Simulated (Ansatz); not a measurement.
AlWO4:
Space group Cmmm (No. 65); a = 6.3457 Å, b = 6.6480 Å, c = 2.8179 Å, α = β = γ = 90.00°

```csv
atom,site,symmetry,x,y,z
Al,2b,mmm,0.0000,0.5000,0.0000
W,2d,mmm,0.5000,0.5000,0.5000
O,4h,2mm,0.1996,0.5000,0.5000
O,4i,m2m,0.0000,0.2144,0.0000
```
(The calculation used a cell of 6 atoms; values per cell refer to that cell.)

Relaxed with PBEsol.

Question: Tabulate the valence density and the electron localisation function along the shortest W–O contact (1.91 Å), the program Ansatz at the PBEsol level (PAW).

Answer: 

```csv
distance from W (Å),density (e/Å³),ELF
0.19,4.53,0.12
0.29,5.18,0.35
0.38,5.38,0.58
0.48,4.93,0.70
0.57,4.03,0.73
0.67,2.98,0.66
0.76,2.06,0.48
0.86,1.43,0.31
0.95,1.12,0.25
1.05,1.10,0.36
1.14,1.31,0.59
1.24,1.76,0.76
1.33,2.52,0.81
1.43,3.61,0.79
1.52,4.90,0.71
1.62,6.10,0.57
1.72,7.00,0.40
```

The density is the valence pseudo-density with augmentation charge, so density and ELF within about 1 Å of a nucleus are not all-electron values.

The workflow started from a Materials Project entry (that database holds measured and hypothetical structures alike); the Crystallography Open Database copy checked does not list it. COD files the formula under space group No. 12, so this cell is another polymorph or a model. Whether it is the stable phase at ambient conditions was not checked. The PBEsol relaxation kept the symmetry of its start; whether a distortion lowers the energy is not shown. No spin polarisation was allowed. No Hubbard U is applied. Scalar-relativistic: spin–orbit coupling is off unless named, which matters more the heavier the elements.

Potentials: the later of the program's two PAW sets.
